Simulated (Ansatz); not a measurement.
## Mg2C3 (C2/m), a vibration from a frozen displacement

These are results of DFT r2SCAN, scalar-relativistic, plane waves, PAW in Ansatz, not measurements. Settings: plane waves to 500 eV, k-mesh 8×8×6 (Γ-centred), Gaussian smearing 0.05 eV. No spin polarisation. Energies are free energies at this smearing, counted from the undisturbed cell; pressure is positive in compression.

The starting cell (relaxed at this level; it needn't be the usual structure):

```xyz
5
Lattice="2.3870 -2.3394 -0.0063 2.3870 2.3394 -0.0063 -1.2254 0.0000 4.8584" Properties=species:S:1:pos:R:3 pbc="T T T"
Mg    3.6154    0.0000    0.9538
Mg   -0.0667    0.0000    3.8919
C     1.1317    0.0000    1.2664
C     2.4170    0.0000    3.5793
C     1.7743    0.0000    2.4229
```

Atom 5 (C) is moved by x along the Cartesian unit vector (0.000, 0.000, 1.000); the cell and all other atoms stay fixed. The cell's volume is 54.22 Å³; the moved atoms weigh 12.011 u together and the others 72.632 u. Some rows repeat others by symmetry and weren't run.

| x (Å) | ΔE (meV/cell) | total force on the moved atoms along the move (eV/Å) | pressure (GPa) |
| --- | --- | --- | --- |
| -0.1000 | 369.56 | 7.4972 | 2.4426 |
| -0.0833 | 255.30 | 6.1912 | 1.6872 |
| -0.0667 | 163.10 | 4.9222 | 1.0737 |
| -0.0500 | 91.39 | 3.6691 | 0.5940 |
| -0.0333 | 40.46 | 2.4338 | 0.2519 |
| -0.0167 | 10.16 | 1.2176 | 0.0479 |
| 0.0000 | 0.00 | 0.0000 | -0.0206 |
| 0.0167 | 10.16 | -1.2176 | 0.0479 |
| 0.0333 | 40.46 | -2.4338 | 0.2519 |
| 0.0500 | 91.39 | -3.6691 | 0.5940 |
| 0.0667 | 163.10 | -4.9222 | 1.0737 |
| 0.0833 | 255.30 | -6.1912 | 1.6872 |
| 0.1000 | 369.56 | -7.4972 | 2.4426 |

**Question.** What frequency belongs to this motion?

**Answer.** The force constant is k = −dF/dx = 72.910 eV/Å², from the parabola through x = -0.0167, 0 and 0.0167. In every cell the moved atoms swing against the rest, so the mass is μ = m₁m₂/(m₁ + m₂) = 10.307 u, and ν̃ = 521.5 cm⁻¹ × √(|k|/μ) = 1387 cm⁻¹. The pattern needn't be a normal mode: ν̃² is then a weighted mean of the squared nonzero frequencies at the zone centre of this cell, taken without macroscopic field, so it lies between the lowest and the highest of them.

**Question.** How far does the harmonic law reach?

**Answer.** At x = -0.100 Å, kx²/2 = 364.55 meV against the computed 369.56 meV (+1.4 %): the well is still close to harmonic there.

**Question.** The pressure changes with x². What does that say about the frequency under compression?

**Answer.** With E = k(V)x²/2, k ∝ V^(−2γ) and x scaling with the cell as V^(1/3), P − P0 = −∂E/∂V = (2γ − 2/3) ΔE/V. At x = 0.0333 Å, V(P − P0) = 54.22 × 0.27251 / 160.2 eV = 92.23 meV and ΔE = 40.46 meV, so γ = 1/3 + V(P − P0)/(2ΔE) = 1.47. This is the Grüneisen parameter of the motion under uniform scaling of the cell: shrinking the cell evenly by 1 % in volume raises the frequency by about 1.47 %.

Cost: 7 runs of about 2.3 core-minutes in all, on Arm Neoverse V2 (shared hosts).